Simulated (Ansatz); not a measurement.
The relaxed structure here is a generated cell of La: the first start was made by a random draw of sites in a space group, and the end was not matched to a known phase here, so it may be hypothetical. Known forms of La include space group No. 194.

One stationary structure of La. Calculation: PBE (plane waves to 420 eV, PAW, scalar-relativistic; Ansatz, a first-principles code).

```cif
data_La
_chemical_formula_sum 'La1'
_space_group_name_H-M_alt 'P 1'
_space_group_IT_number 1
_cell_length_a 3.65944
_cell_length_b 3.65944
_cell_length_c 3.65944
_cell_angle_alpha 105.205
_cell_angle_beta 105.205
_cell_angle_gamma 118.389
loop_
_space_group_symop_operation_xyz
  'x, y, z'
loop_
_atom_site_label
_atom_site_type_symbol
_atom_site_fract_x
_atom_site_fract_y
_atom_site_fract_z
_atom_site_occupancy
La1 La 0.00000 0.00000 0.00000 1
```

Problem. Find the space group and the Wyckoff positions (tolerance 0.01 Å).

Solution. Space group I4/mmm (No. 139); a = b = 4.445 Å, c = 3.748 Å, α = β = γ = 90.00°

```json
[
 {"atom": "La", "site": "2a", "symmetry": "4/mmm", "x": "0.0000", "y": "0.0000", "z": "0.0000"}
]
```

This is the AFLOW prototype A_tI2_139_a (A_a).

Problem. Give the shortest distances between elements (the closest pairs, up to four, under 3.6 Å).

Solution. .

```json
{
 "volume_per_atom": "37.03 Å³",
 "band_gap": "no gap (metallic)"
}
```

No spin polarisation in the result.

The run could not lose the symmetry of its start, so the end can be a saddle point.
